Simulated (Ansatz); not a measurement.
Frames from the relaxation of a relaxed Ni cell, doubled along one cell vector, shaken by Gaussian noise of σ = 0.08 Å a coordinate, as extended XYZ (Å, eV, eV/Å, GPa with compression positive). Computed with PBEsol (plane waves to 420 eV, PAW, scalar-relativistic; Ansatz, a quantum-chemistry and plane-wave program). Γ-centred k-mesh 16×8×16 on the run's cell (coarser than for final values), Fermi–Dirac smearing 0.05 eV.

```xyz
2
Lattice="-1.3778 1.3778 1.3778 2.7556 -2.7556 2.7556 1.3778 1.3778 -1.3778" Properties=species:S:1:pos:R:3:forces:R:3 pbc="T T T" step=1 free_energy=-11609.745 pressure=0.2 accepted=T
Ni    -0.0774    -0.0652    -0.0148   -0.1529    0.2078   -0.0984
Ni     1.3254    -1.3955     1.3129    0.1529   -0.2078    0.0984
2
Lattice="-1.3784 1.3774 1.3785 2.7554 -2.7542 2.7553 1.3785 1.3772 -1.3783" Properties=species:S:1:pos:R:3:forces:R:3 pbc="T T T" step=2 free_energy=-11609.749 pressure=0.1 accepted=T
Ni    -0.0813    -0.0586    -0.0150   -0.1146    0.1503   -0.0543
Ni     1.3292    -1.4014     1.3130    0.1146   -0.1503    0.0543
2
Lattice="-1.3799 1.3738 1.3811 2.7551 -2.7451 2.7552 1.3810 1.3736 -1.3800" Properties=species:S:1:pos:R:3:forces:R:3 pbc="T T T" step=3 free_energy=-11609.754 pressure=0.3 accepted=T
Ni    -0.0979    -0.0390    -0.0079   -0.0379   -0.0210    0.0595
Ni     1.3456    -1.4163     1.3058    0.0379    0.0210   -0.0595
```

The path has 12 moves and ends in P6₃/mmc (No. 194) (hcp (Mg type)), 0.08 eV/atom below its start. Free energies are of the whole cell and compare only within this code, potentials and settings. Spin-polarised start, with parallel moments on Ni. Spin state reached: ferromagnetic (net 0.63 μB/atom), from parallel starting moments; other spin orders were not run from this start.

The run could not lose the symmetry of its start: the end is stationary, and may be a saddle point rather than a minimum.

The end of the path is a generated cell of Ni: the first start was made by placing the elements on the sites of a structure type, and the end was not matched to a known phase here, so it may be hypothetical. Known forms of Ni include space group No. 225.
